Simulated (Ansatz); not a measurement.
## Phonon spectrum of SnPb2O3

Theory: Ansatz, DFT PBE, scalar-relativistic, plane waves, PAW. Settings: 420 eV plane-wave cutoff, Γ-centred 8×8×2 mesh, fixed occupations. No spin polarisation. Phonons by linear response, acoustic sum rule imposed.

Relaxed structure:
```yaml
crystal:
  lattice:
    - [3.98698, 0.00000, 0.00000]
    - [0.00000, 3.98698, 0.00000]
    - [0.00000, 0.00000, 16.44786]
  atoms:
    - { symbol: Sn, position: [0.00000, 0.50000, 0.74138] }
    - { symbol: Sn, position: [0.50000, 0.00000, 0.25862] }
    - { symbol: Pb, position: [0.00000, 0.50000, 0.07393] }
    - { symbol: Pb, position: [0.00000, 0.50000, 0.40086] }
    - { symbol: Pb, position: [0.50000, 0.00000, 0.92607] }
    - { symbol: Pb, position: [0.50000, 0.00000, 0.59914] }
    - { symbol: O, position: [0.00000, 0.00000, 0.67354] }
    - { symbol: O, position: [0.00000, 0.00000, 0.00000] }
    - { symbol: O, position: [0.00000, 0.00000, 0.32646] }
    - { symbol: O, position: [0.50000, 0.50000, 0.67354] }
    - { symbol: O, position: [0.50000, 0.50000, 0.00000] }
    - { symbol: O, position: [0.50000, 0.50000, 0.32646] }
```

The cell was found from a structure generator's guess, not taken from experiment. Spin–orbit coupling is left out, which matters for heavy elements. The q mesh is coarse, so values between its points are rough. Modes under 40 cm⁻¹ are poorly fixed. No dispersion correction is applied, so modes and constants that involve weak contacts between layers, chains or molecules come out too soft.

Force constants from linear response on a 2×2×1 q mesh.

(1) Is the structure dynamically stable on this mesh?

(2) Give the frequencies (cm⁻¹; i marks imaginary ones) at the irreducible q points, in fractions of the reciprocal vectors, the Γ row without the LO field.

Answers

(1) Yes, on this mesh: no mode is imaginary. Between the mesh points the interpolation dips to 34i cm⁻¹.

(2)
```csv
q,star,frequencies
0.000 0.000 0.000,1,0 0 0 17 17 18 18 19 20 77 77 87 87 87 87 143 164 166 215 215 216 216 251 251 321 322 327 387 387 390 390 394 407 407 462 466
0.000 -0.500 0.000,2,50 50 55 55 58 58 64 64 65 65 78 78 130 130 148 148 149 149 310 310 311 311 314 314 322 322 358 358 360 360 370 370 408 408 416 416
-0.500 -0.500 0.000,1,51 51 59 59 61 61 107 107 108 108 112 112 135 135 142 142 156 156 157 157 201 201 204 204 212 212 215 215 225 225 442 442 473 473 477 477
```
